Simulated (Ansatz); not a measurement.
**GdSe2 (fluorite structure)**

The computed numbers are results of PBEsol, scalar-relativistic (collinear spin) in the plane-wave PAW code Ansatz at 420 eV, 8×8×8 k-mesh, Gaussian smearing of 0.05 eV. The datasets are Ansatz's generated set soft_2.

```xyz
3
Lattice="0.0000 3.3957 3.3957 3.3957 0.0000 3.3957 3.3957 3.3957 0.0000" Properties=species:S:1:pos:R:3 pbc="T T T"
Gd    0.0000    0.0000    0.0000
Se    1.6979    1.6979    1.6979
Se    5.0936    5.0936    5.0936
```

The cell came from substitution into a structure type; whether the compound takes it is for experiment to say.

Magnetic state: ferromagnetic, site spin moments Gd 6.88; Se -0.09 μB.

The cell above was scaled in volume, its shape and atoms being fixed by the lattice's symmetry. Energies are counted from the cell above.

| V (Å³/atom) | ΔE (meV/atom) | P (GPa) | largest moment (μB) |
| --- | --- | --- | --- |
| 25.06 | 8.7 | 2.8 | 6.88 |
| 25.58 | 2.1 | 1.3 | 6.88 |
| 26.10 | 0.0 | 0.0 | 6.88 |
| 26.63 | 2.1 | -1.2 | 6.89 |
| 27.15 | 7.9 | -2.3 | 6.89 |

Q: What do the points give for the equilibrium volume, the bulk modulus and its pressure derivative (third-order Birch–Murnaghan)?

A: V0 = 26.09 Å³/atom, B0 = 63 GPa, B0′ = 4.1.

B0·V0 = 63.5 GPa × 26.09 Å³ = 10.34 eV/atom sets the scale: near the minimum ΔE ≈ ½ B0 V0 x², with x = V/V0 − 1, and a pressure of 0.6 GPa squeezes the volume by about 1 %. At the ends of the curve: x = −4.0 % predicts 8.1 meV/atom and the run gives 8.7; x = +4.0 % predicts 8.4 meV/atom and the run gives 7.9. The lopsidedness is anharmonic: atoms resist being pushed together more than being pulled apart.

Without a U the 4f levels of Gd lie too near the Fermi level, so their share of the states there, and what hangs on it, is overstated. These numbers lack spin–orbit coupling. The run wasn't fully tested for a lower electronic state. Site moments are of spin, integrated over atomic spheres. A displaced or strained copy of the relaxed cell lay 0.6 meV/atom lower, so on this mesh the structure isn't a minimum; in a metal a finer mesh can change so small a difference. No antiparallel order was tried.
